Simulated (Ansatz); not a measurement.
InH: a phonon run with finite displacements of 0.003 Å in the cell itself

These are results of Ansatz 0.2.0, DFT PBEsol, scalar-relativistic, plane waves, PAW, not measurements.

Launched with:
```bash
ansatz run input.yaml --threads 1 --pin off --max-ram 1228MiB --backend cpu --events-out ev --progress --plain --runs-dir out
```

Input (bare energies are in eV):
```yaml
crystal:
  lattice:
    - [3.094, 0.0, 0.0]
    - [0.0, 3.094, 0.0]
    - [0.0, 0.0, 3.094]
  atoms:
    - { symbol: In, position: [0.0, 0.0, 0.0] }
    - { symbol: H, position: [0.5, 0.5, 0.5] }
basis:
  ecutwfc: 420
kpoints:
  mp_grid: { grid: [14, 14, 14] }
hamiltonian:
  xc: pbesol
scf:
  occupations: { method: fermi_dirac, width: 0.15 }
output:
  eigenvalues: true
phonons:
  method: fd
  amplitude: 0.003
  supercell: [1, 1, 1]
  dielectric: false
```

From the output:
```
--- Phonons: 2 displaced members + reference (amplitude 0.003 Å, Σ member SCF iterations 10) ---
  symmetry images taken by strict's conditions (phonons.symmetry_images: auto; settled by no image being taken that strict refuses)
  ASR residual: 7.144e-5 → 0.000e0 eV/Å²; symmetrization residual: 3.292e-6 eV/Å²
  largest component of a force at the reference: 5.9e-31 eV/Å
  ASR residual per site (eV/Å²): 7.14e-5 6.99e-5
  Γ frequencies (cm⁻¹): -459.37 -459.37 -459.37 0.00 0.00 0.00
  density of states and harmonic sums: on the 20×20×20 q-mesh, interpolated from the force constants of a 1×1×1 supercell (no non-analytic term)
  largest difference from the sums on the solved wave vectors: F 0.00e0 eV, S 0.00e0 and C_V 0.00e0 eV/K
  zero-point energy: -0.000000 eV/cell skipped modes (ω ≤ 0): 1716, of them read as no rigid motion or as one in doubt: 1713 (6.000e0 modes/cell left out, lowest -459.37 cm⁻¹) left out of the sums: 1.00e0 of the cell's modes: C_V's ...
```

Beside the reference run (Plane waves to 420 eV; Γ-centred k mesh 14×14×14; Fermi-Dirac smearing of 0.15 eV. No spin polarisation. Phonons by linear response, acoustic sum rule imposed.), the optical modes at Γ (cm⁻¹, by rank, those that always equal the one before left out, no LO field; i marks imaginary):
```json
{"setting": "reference run", "mode 1": "459i"}
{"setting": "finite displacements of 0.003 Å in the cell itself", "mode 1": "459i"}
```

Its imaginary modes show that this cell, the ideal cubic caesium chloride prototype, isn't a minimum of the energy. In a metal, frequencies and elastic constants depend on the k mesh and the smearing, soft modes and shear constants most.